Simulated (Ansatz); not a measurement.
Hf₉GeMo₄:
```
CELL_PARAMETERS angstrom
      8.65703     0.00000     0.00000
     -4.32851     7.49720     0.00000
      0.00000     0.00000     8.66979
ATOMIC_POSITIONS crystal
  Hf 0.07813 0.53907 0.75000
  Hf 0.92187 0.46093 0.25000
  Hf 0.53907 0.07813 0.25000
  Hf 0.46093 0.92187 0.75000
  Hf 0.46093 0.53907 0.75000
  Hf 0.53907 0.46093 0.25000
  Hf 0.39335 0.19667 0.54381
  Hf 0.60665 0.80333 0.45619
  Hf 0.19667 0.39335 0.04381
  Hf 0.80333 0.60665 0.95619
  Hf 0.80333 0.19667 0.54381
  Hf 0.19667 0.80333 0.45619
  Hf 0.60665 0.80333 0.04381
  Hf 0.39335 0.19667 0.95619
  Hf 0.80333 0.60665 0.54381
  Hf 0.19667 0.39335 0.45619
  Hf 0.19667 0.80333 0.04381
  Hf 0.80333 0.19667 0.95619
  Ge 0.66667 0.33333 0.75000
  Ge 0.33333 0.66667 0.25000
  Mo 0.00000 0.00000 0.50000
  Mo 0.00000 0.00000 0.00000
  Mo 0.78109 0.89054 0.75000
  Mo 0.21891 0.10946 0.25000
  Mo 0.89054 0.78109 0.25000
  Mo 0.10946 0.21891 0.75000
  Mo 0.10946 0.89054 0.75000
  Mo 0.89054 0.10946 0.25000
```

Relaxed with r²SCAN. Special points in fractions of this cell's reciprocal vectors: Γ (0.000, 0.000, 0.000); M (0.500, 0.000, 0.000); K (0.333, 0.333, 0.000); A (0.000, 0.000, 0.500); L (0.500, 0.000, 0.500); H (0.333, 0.333, 0.500).

### Question
List the band energies nearest the Fermi level at these points for r²SCAN (plane waves, PAW; program Ansatz).

### Answer
In eV from the Fermi level; about four levels below and three above (degenerate sets whole), none deeper than 8.9 eV; points with the same levels are listed once.

```tsv
k	below	above
Γ	-0.38 -0.38 -0.32 -0.20 -0.20	0.61 0.62 0.62
M	-0.17 -0.08 -0.07 -0.07	0.03 0.06 0.27
K	-0.29 -0.08 -0.02 -0.02	0.03 0.03 0.19
A	-0.29 -0.29 -0.29 -0.29	0.44 0.44 0.57 0.57 0.57 0.57
L	-0.44 -0.44 -0.23 -0.23	0.02 0.02 0.38 0.38
H	-0.46 -0.46 -0.46 -0.46	0.01 0.01 0.04 0.04
```

Space group P6_3/mmc. The first step of the workflow began from a Materials Project structure, measured or hypothetical; the Crystallography Open Database copy checked does not list it. Its standing as an ambient phase is unchecked. The cell was relaxed with r²SCAN under the symmetry of its start; whether a distortion lowers the energy is not shown. The run is not spin-polarised. Spin–orbit coupling is left out wherever it is not named.

Potentials: the later of the program's two PAW sets.
